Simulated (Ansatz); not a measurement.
Input:

Cs2Pt3Se4:
```
Cs2Pt3Se4
1.0
    0.00000     5.69914     7.24035
    3.34384     0.00000     7.24035
    3.34384     5.69914     0.00000
Cs Pt Se
2 3 4
Direct
  0.64753   0.64753   0.35247
  0.35247   0.35247   0.64753
  0.50000   0.50000   0.00000
  0.00000   0.00000   0.50000
  0.00000   0.00000   0.00000
  0.06035   0.72498   0.27502
  0.93965   0.27502   0.72498
  0.72498   0.06035   0.93965
  0.27502   0.93965   0.06035
```

This is the HSE06-relaxed structure. Tensor components refer to the Cartesian frame of this cell.

Task: All from the program Ansatz at the HSE06 level (PAW), unless another level is named. Predict the smallest direct gap on the standard path.

Result: 2.51 eV.

Task: Predict the band gap.

Result: 2.27 eV (indirect).

Task: Give the valence-band maximum.

Result: at T (k = 0.000, -0.500, -0.500 in fractions of the reciprocal vectors).

Space group Fmmm. The first step of the workflow began from a Materials Project structure, measured or hypothetical; the Crystallography Open Database copy checked does not list it. Whether it is the stable phase at ambient conditions was not checked. Symmetry was held in the HSE06 relaxation; whether a distortion lowers the energy is not shown. No spin polarisation was allowed. The hybrid was solved on a coarse mesh, the path and, where they were found, the r²SCAN edge points; its band edges are the extreme levels among these. Spin–orbit coupling is left out wherever it is not named.

Potentials: the later of the program's two PAW sets.
